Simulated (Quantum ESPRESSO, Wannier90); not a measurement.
Wannierisation of In$_{2}$SbAs (R3m)

```xyz
4
Lattice="-2.2698 3.9315 0.0000 -4.5397 0.0000 0.0000 -2.2698 1.3105 7.4014" Properties=species:S:1:pos:R:3 pbc="T T T"
In     0.0000     0.0000     0.1092
In     2.2698    -1.3105     3.5928
Sb    -2.2698     1.3105    -0.9321
As     0.0000     0.0000     2.7814
```

Cell from Materials Project (mp-1223844), symmetrised, no further relaxation. Not found in the COD (Crystallography Open Database) copy used; not checked further. Computed values, not measurements, from PBEsol: Quantum ESPRESSO (norm-conserving PseudoDojo potentials, cutoff 68 Ry, no spin polarisation, no spin-orbit coupling) on a Γ-centred 6×6×6 mesh, then Wannier90. Density: 8×8×8 mesh, cold smearing 0.01 Ry. Spin-orbit coupling is left out although heavy elements are present.

A tight-binding model is made by disentanglement and projection with no localisation steps (num_iter = 0), so the 16 orbitals stay atom-like: hydrogen-like In: s;p; Sb: s;p; As: s;p, axes along x, y, z; frozen window up to 1.50 eV relative to the Fermi level. It follows pw.x to 5.5 meV rms for states up to 1.0 eV relative to the Fermi level. Matrix elements depend on this choice of orbitals and windows.

Question: What are the on-site energies relative to the Fermi level, and how fast do the hoppings decay?

Answer: 
```tsv
atom	orbitals	energy (eV)
In1	s	-2.70
In1	pz	2.96
In1	px py	2.77
In2	s	-2.79
In2	pz	2.69
In2	px py	2.91
Sb3	s	-7.00
Sb3	pz px py	0.77
As4	s	-8.84
As4	pz	0.16
As4	px py	0.19
```

```csv
distance of the centres (Å),largest modulus (eV)
2–3,2.0
3–4,2.3
4–5,0.56
5–6,0.094
6–7,0.12
7–8,0.13
8–9,0.031
9–10,0.023
10–11,0.0055
```
